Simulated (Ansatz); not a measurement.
WC (WC type, space group P-6m2)

```
CELL_PARAMETERS angstrom
      2.92196     0.00000     0.00000
     -1.46098     2.53050     0.00000
      0.00000     0.00000     2.84728
ATOMIC_POSITIONS crystal
  W  0.00000 0.00000 0.00000
  C  0.66667 0.33333 0.50000
```

In this cell atom 2 (C, nearest neighbour W at 2.207 Å; its periodic images, 2.8 Å or more away, move with it) is moved by u·(1.000, 0.000, 0.000) + v·(0.000, 1.000, 0.000); the rest is frozen.

The numbers are results of PBE (plane waves to 420 eV, PAW, scalar-relativistic; Ansatz, a first-principles code), not measurements. k mesh 15×15×13 (Γ-centred), Fermi-Dirac smearing 0.05 eV. E stands for the smeared free energy. Points where atoms come too close for the PAW data are left out (x in tables, blank in figures). With partly filled bands, energies and forces of such displacements shift with the k mesh and the smearing. Spin-orbit coupling is left out, though W is heavy. The PAW data are Ansatz's earlier set. WC is run without spin polarisation. WC was relaxed with its symmetry unable to fall. The last digit holds for this mesh only.

Changes of ΔE (eV/cell) from the point u = 0.000 Å, v = 0.000 Å when one coordinate moves alone (two changes are said to add if the coupling is within 5 % of the smaller one, nearly so within 20 %):

| point | change |
|---|---|
| u = 0.000 Å, v = -0.550 Å | 1.4805 |
| u = 0.000 Å, v = -0.367 Å | 0.8038 |
| u = 0.000 Å, v = -0.183 Å | 0.2304 |
| u = -0.550 Å, v = 0.000 Å | 1.9667 |
| u = -0.367 Å, v = 0.000 Å | 0.9582 |
| u = -0.183 Å, v = 0.000 Å | 0.2501 |
| u = 0.183 Å, v = 0.000 Å | 0.2501 |
| u = 0.367 Å, v = 0.000 Å | 0.9582 |
| u = 0.550 Å, v = 0.000 Å | 1.9667 |
| u = 0.000 Å, v = 0.183 Å | 0.2705 |
| u = 0.000 Å, v = 0.367 Å | 1.1159 |
| u = 0.000 Å, v = 0.550 Å | 2.4764 |

Task: Do the two effects add at u = 0.183 Å, v = -0.367 Å? Give the computed change.

Result: The sum of the single changes is 0.2501 + (0.8038) = 1.0539; the calculation gives 1.1395, so the coupling contributes 0.0856 (over 20 % of the smaller single change, not additive).

Task: What is the change at u = 0.367 Å, v = 0.550 Å, where both move, and how far is it from the sum?

Result: The sum of the single changes is 0.9582 + (2.4764) = 3.4346; the calculation gives 2.4592, so the coupling contributes -0.9754 (over 20 % of the smaller single change, not additive).

Task: Do the two effects add at u = 0.367 Å, v = 0.367 Å? Give the computed change.

Result: The sum of the single changes is 0.9582 + (1.1159) = 2.0741; the calculation gives 1.4895, so the coupling contributes -0.5846 (over 20 % of the smaller single change, not additive).

(For displaced atoms, the force is minus the slope of the energy, and its curvature is a force constant, which sets phonon frequencies.)
